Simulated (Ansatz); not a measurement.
**Replacing Y by Lu in YSe**

```
CELL_PARAMETERS angstrom
0.00000 2.85249 2.85249
2.85249 0.00000 2.85249
2.85249 2.85249 0.00000
ATOMIC_POSITIONS crystal
Se 0.50000 0.50000 0.50000
Y 0.00000 0.00000 0.00000
```

Computed with plane-wave PAW DFT (Ansatz 0.2.0): PBEsol, 420 eV cutoff, 10×10×10 Γ-centred mesh, fermi-dirac occupations of width 0.100 eV. Spin: none. Single points at fixed atoms.

Now every Y is replaced by Lu on the same fractional sites, and the cell goes from 23.21 to 22.03 Å³ an atom (a = 3.964 Å, b = 3.964 Å, c = 3.964 Å, α = 60.00°, β = 60.00°, γ = 60.00°; 10×10×10 Γ-centred mesh, fermi-dirac occupations of width 0.100 eV).

Problem. How do gap, charges, pressure and binding respond?

Solution. The runs give:

| quantity | YSe | LuSe |
| --- | --- | --- |
| pressure (GPa) | -0.6 | -2.5 |
| formation energy (eV/atom) | -1.858 | -1.612 |

Mean Bader charges in e: Y +1.57 becomes Lu +1.53; Se -1.57 → -1.53. Lu is about as electronegative as Y (Pauling 1.27 against 1.22), and the charges barely move. Neither shows a clear gap on its mesh. At these unrelaxed cells the formation energy of YSe is the lower, by 0.25 eV an atom.

Origins: YSe, a database entry at a slightly scaled volume; LuSe, a database entry at a slightly scaled volume.

Caveats: atoms and cells are not relaxed; pressure is positive in compression; a dash marks a value that doesn't apply or isn't given.
